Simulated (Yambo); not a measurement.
Yambo input for Sr2MgWO6 (space group I4/m, No. 87) (a = 5.610 Å, b = 5.610 Å, c = 5.610 Å, α = 120.38°, β = 120.38°, γ = 89.34°), on PBEsol (Quantum ESPRESSO, PseudoDojo norm-conserving, 84 Ry, scalar-relativistic) wavefunctions on a 4×4×4 mesh:

```
optics
chi
dipoles
kernel
FFTGvecs= 40 Ry
Chimod= "HARTREE"
NGsBlkXd= 3 Ry
% QpntsRXd
 1 | 1 |
%
% BndsRnXd
 3 | 112 |
%
GrFnTpXd= "R"
% EnRngeXd
 0.0 | 20.0 | eV
%
% DmRngeXd
 0.2 | 0.2 | eV
%
CGrdSpXd= 50
ETStpsXd= 161
% LongDrXd
 0.0 | 0.0 | 1.0 |
%
```

First lines of the file o-*.eps_q1_inv_rpa_dyson:

```
Absorption @ Q(1):   0.00000000     0.00000000     1.00000000    [q->0 direction]
#
# [ X ] Hartree size     :   81
# [GEN] GF Energies     : Perdew, Burke & Ernzerhof SOL(X)+Perdew, Burke & Ernzerhof SOL(C)
# [GEN] Green`s Function     : Retarded
#
# [GEN] Gauge     : Length
# [GEN] [r,Vnl] included     : yes
#
#    E[1] [eV]     Im(eps)     Re(eps)     Im(eps_o)     Re(eps_o)
#
     0.000000     -0.199848E-4     4.328567     -0.12612E-17     5.160452
     0.125000     0.003598     4.329689     0.005733     5.162228
     0.250000     0.007244     4.333064     0.011518     5.167574
     0.375000     0.010947     4.338719     0.017408     5.176536
     0.500000     0.014738     4.346697     0.023459     5.189195
     0.625000     0.018650     4.357062     0.029730     5.205668
     0.750000     0.022718     4.369899     0.036289     5.226108
     0.875000     0.026984     4.385315     0.043211     5.250714
     1.000000     0.031493     4.403443     0.050584     5.279732
     1.125000     0.036299     4.424448     0.058507     5.313464
     1.250000     0.041466     4.448528     0.067104     5.352281
     1.375000     0.047070     4.475925     0.076522     5.396631
     1.500000     0.053206     4.506929     0.086941     5.447061
     1.625000     0.059990     4.541894     0.098589     5.504236
     1.750000     0.067568     4.581249     0.111753     5.568970
     1.875000     0.076130     4.625520     0.126809     5.642270
     2.000000     0.085922     4.675358     0.144250     5.725387
     2.125000     0.097275     4.731575     0.164739     5.819893
     2.250000     0.110639     4.795199     0.189195     5.927796
     2.375000     0.126648     4.867548     0.218921     6.051690
     2.500000     0.146221     4.950342     0.255823     6.194993
     2.625000     0.170741     5.045871     0.302813     6.362294
     2.750000     0.202383     5.157242     0.364536     6.559875
     2.875000     0.244778     5.288744     0.448873     6.796475
     3.000000     0.304409     5.446318     0.570185     7.084207
     3.125000     0.393876     5.637665     0.756968     7.438371
     3.250000     0.539322     5.868863     1.069316     7.867781
     3.375000     0.787829     6.122790     1.612045     8.317407
     3.500000     1.157328     6.329642     2.385286     8.606201
     3.625000     1.624905     6.478299     3.294865     8.763999
     3.750000     2.265303     6.460406     4.518824     8.555383
     3.875000     2.875149     6.137992     5.551531     7.740277
     4.000000     3.325296     5.607098     6.182615     6.656110
```
(The file goes on to the top of the energy range.) Convergence of the RPA response with its 4×4×4 mesh was not tested.

Spin-orbit coupling is not included.

Geometry of the Materials Project entry, not relaxed at this level.

The structure is a Materials Project entry; no match was found in the copy of COD used, and its stability was not checked.
